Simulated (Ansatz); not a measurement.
## Ta$_{2}$Si: from a starting cell to a relaxed one

The start is a relaxed Ta2Si cell, doubled along one cell vector, shaken by Gaussian noise of σ = 0.08 Å a coordinate. Cell shape, volume and atoms are optimised at zero target pressure with r2SCAN (plane waves to 500 eV, PAW, scalar-relativistic; Ansatz, an electronic-structure program). First-step values are on the input's coarse k-mesh.

Ansatz input (later rounds restart from its end on a renewed k-mesh):
Ansatz 0.2 input:
```yaml
crystal:
  lattice:
    - [-3.0831627773, 3.0831627773, 2.5264055678]
    - [3.0831627773, -3.0831627773, 2.5264055678]
    - [6.1663255546, 6.1663255546, -5.0528111356]
  atoms:
    - { symbol: Ta, position: [0.1624135457, 0.6752254342, 0.4071051974] }
    - { symbol: Ta, position: [0.1670297969, 0.6740190898, 0.9011857663] }
    - { symbol: Ta, position: [0.3137487394, 0.1396904652, 0.2449343728] }
    - { symbol: Ta, position: [0.3323967446, 0.1873685375, 0.7500198424] }
    - { symbol: Ta, position: [0.6560644833, 0.8153157869, 0.2388898027] }
    - { symbol: Ta, position: [0.6571902489, 0.869255962, 0.7526990622] }
    - { symbol: Ta, position: [0.81840684, 0.3226463517, 0.0823724108] }
    - { symbol: Ta, position: [0.8395337532, 0.3790619975, 0.5951924044] }
    - { symbol: Si, position: [0.7545957542, 0.7597819091, 0.0033061477] }
    - { symbol: Si, position: [0.7456200346, 0.7589173918, 0.4903848832] }
    - { symbol: Si, position: [0.2114531918, 0.2144452085, -0.0029882862] }
    - { symbol: Si, position: [0.2352793184, 0.2593231017, 0.4877256187] }
basis: { ecutwfc: 500, ecutrho_ratio: 4, xc_grid: 4, fft_grid_basis: typed }
kpoints: { mp_grid: { grid: [6, 6, 3] } }
hamiltonian:
  xc: r2scan
  dispersion: none
  pseudopotentials: { kind: paw }
scf: { occupations: { method: fermi_dirac, width: 0.05 } }
relax: { f_tol: 0.01, max_steps: 100, cell: { stress_tol: 0.02 } }
output: { forces: true, stress: true }
```

Which atoms feel the largest initial force, and how large is it?

About 2.6 eV/Å, on Si11 (atoms numbered as listed).

Is the parent structure recovered?

The parent structure is recovered, I4/mcm (No. 140).

How do the shortest distances between atoms change?

The closest pairs of elements (up to four, under 3.6 Å), start → end: Si–Si 2.34 → 2.53 Å; Si–Ta 2.52 → 2.63 Å; Ta–Ta 2.67 → 2.85 Å.

The end point of the relaxation:

Space group I4/mcm (No. 140); a = 6.166 Å, b = 6.166 Å, c = 5.053 Å, α = 90.00°, β = 90.00°, γ = 90.00°

```
atom  site  symmetry       x       y       z
----  ----  --------  ------  ------  ------
Ta      8h      m.2m  0.1636  0.3364  0.0000
Si      4a       422  0.0000  0.0000  0.2500
```
(The calculation used a cell of 6 atoms; values per cell refer to that cell.)

Final values are on a 12×12×12 k-mesh of the relaxed cell. No spin polarisation in the result.

The first start was generated by placing the elements on the sites of a structure type. Materials Project lists a structure of Ta2Si in the same space group, I4/mcm (No. 140); the sites were not compared with it, nor with measured phases.
